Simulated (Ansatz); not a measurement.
## MoS2 (P6_3/mmc) at 3 levels of theory

One geometry, relaxed with PBE; plane waves with PAW potentials in Ansatz, scalar-relativistic. No spin polarisation. Gaps are the least over mesh and band path; pressure is positive in compression, and isn't given for hybrids.

```cif
data_structure
_symmetry_space_group_name_H-M 'P6_3/mmc'
_symmetry_Int_Tables_number 194
_cell_length_a 3.1851
_cell_length_b 3.1851
_cell_length_c 14.6509
_cell_angle_alpha 90.000
_cell_angle_beta 90.000
_cell_angle_gamma 120.000
_cell_volume 128.72
loop_
_atom_site_label
_atom_site_type_symbol
_atom_site_symmetry_multiplicity
_atom_site_Wyckoff_symbol
_atom_site_fract_x
_atom_site_fract_y
_atom_site_fract_z
_atom_site_occupancy
Mo1 Mo 2 c 0.33333 0.66667 0.25000 1
S1 S 4 f 0.33333 0.66667 0.64335 1
```

```json
{"level": "PBE", "cutoff (eV)": "420", "k mesh": "12×12×2", "gap (eV)": "1.43", "pressure (GPa)": "0.0"}
{"level": "HSE06", "cutoff (eV)": "420", "k mesh": "6×6×2", "gap (eV)": "1.94", "pressure (GPa)": "-"}
{"level": "PBEsol", "cutoff (eV)": "420", "k mesh": "12×12×2", "gap (eV)": "1.43", "pressure (GPa)": "-3.7"}
```

The cell holds layers, chains or molecules and no dispersion correction was added, so their binding is poorly described.

It was relaxed from a cell as deposited in COD.
